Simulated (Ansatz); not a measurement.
A plane-wave DFT run in Ansatz 0.2.0 (scalar-relativistic PAW potentials unless the input names others): input and command.

```yaml
crystal:
  lattice:
    - [0.0, 2.0418799349, 2.0418799349]
    - [2.0418799349, 0.0, 2.0418799349]
    - [2.0418799349, 2.0418799349, 0.0]
  atoms:
    - { symbol: Au, position: [0.0, 0.0, 0.0] }
basis:
  ecutwfc: 420
kpoints:
  mp_grid: { grid: [18, 18, 18] }
hamiltonian:
  xc: pbesol
scf:
  occupations: { method: tetrahedron_uncorrected }
  eigensolver: { kind: davidson }
output:
  forces: true
  eigenvalues: true
  stress: true
```

```bash
ansatz run input.yaml --threads 4 --pin off --max-ram 8192MiB --backend cpu --events-out ev --progress --plain --runs-dir out
```

Abridged log:
```
Basis set: ecut = 420 eV, 331 PW (Γ), exchange–correlation on 40×40×40 points (8 copies of the dense FFT grid, shifted against one another)
Bands: 14, of which v1, the nominal top of the filled ones, is band 10 counted from 1 (9 counted from 0)
Symmetry: 48 space group operations
k-points: 195 of 5832
SCF iter   1: F=—  HF=-13007.074460 eV  |F-HF|=—  |Δ(HF+E_count)|=         —  Δρ=6.62e-3  dr2=7.02e-3  ethr=1.77e-3  ⟨swp⟩=6.9  Hψ=12381  notcnv=0
SCF iter   2: F=—  HF=-13007.072749 eV  |F-HF|=—  |Δ(HF+E_count)|=   1.71e-3  Δρ=2.86e-3  dr2=1.19e-3  ethr=3.70e-5  ⟨swp⟩=2.7  Hψ=6482  notcnv=0  defer=2
SCF iter   3: F=—  HF=-13007.072393 eV  |F-HF|=—  |Δ(HF+E_count)|=   3.56e-4  Δρ=3.75e-4  dr2=8.30e-6  ethr=4.54e-8  ⟨swp⟩=3.0  Hψ=14369  notcnv=0  defer=1
SCF iter   4: F=—  HF=-13007.072402 eV  |F-HF|=—  |Δ(HF+E_count)|=   8.96e-6  Δρ=8.05e-5  dr2=7.55e-7  ethr=4.37e-8  ⟨swp⟩=3.0  Hψ=7217  notcnv=0
SCF iter   5: F=-13007.072402 eV  HF=-13007.072402 eV  |F-HF|=9.91e-10  |Δ(HF+E_count)|=   4.21e-8  Δρ=5.37e-6  dr2=7.33e-10  ethr=3.98e-9  ⟨swp⟩=3.0  Hψ=6782  notcnv=0
SCF iter   6: F=-13007.072402 eV  HF=-13007.072402 eV  |F-HF|=5.28e-11  |Δ(HF+E_count)|=   1.70e-9  Δρ=9.00e-7  dr2=8.12e-11  ethr=3.86e-12  ⟨swp⟩=3.8  Hψ=9049  notcnv=0
SCF 1 converged in 6 iterations: F = -13007.072402 eV  dr2 = 8.12e-11
  Residual-converged pass: ⟨swp⟩=1.1  Hψ=3537  notcnv=0  max |occ|·‖R‖ = 6.5e-6 eV (tolerance 6.7e-6 eV) dr2=8.12e-11  dr2_onsite=4.22e-12  max |Δocc| = 1.1e-13
SCF converged after 6 iterations
Free energy (F): -13007.072402 eV
Harris-Foulkes:  -13007.072402 eV  (|F-HF|=5.28e-11)
Internal energy: -13007.072402 eV  (E = F + TS)
E sigma→0 (E₀):  -13007.072402 eV
Fermi energy:    20.510233 eV
--- Forces (eV/Å), atoms counted from 1 ---
  atom   1  Au     0.00000000     0.00000000     0.00000000
--- Stress (GPa, compression-positive) ---
        0.032375       0.000000       0.000000
        0.000000       0.032375       0.000000
        0.000000       0.000000       0.032375
  P = ⅓ Tr σ = 0.0324 GPa (0.324 kbar)
```

Apart from outputs, empty bands and the relaxation, which only the reference makes, the input differs from a reference run on usual settings in scf.occupations.width: 0.1 → not typed; scf.occupations.method: "gaussian" → "tetrahedron_uncorrected"; scf.eigensolver.kind: not typed → "davidson". The reference, at the same geometry, ended its own course with pressure -0.01 GPa, largest force 0.000 eV/Å, no gap on the mesh. This run converged in 6 SCF iterations with an energy at zero smearing 27.50 meV/atom above the reference's, pressure 0.03 GPa, largest force 0.000 eV/Å, no gap on the mesh.

It took 1.5 s on 4 threads of Intel(R) Xeon(R) Processor @ 2.70GHz (shared host), peak memory 0.32 GiB.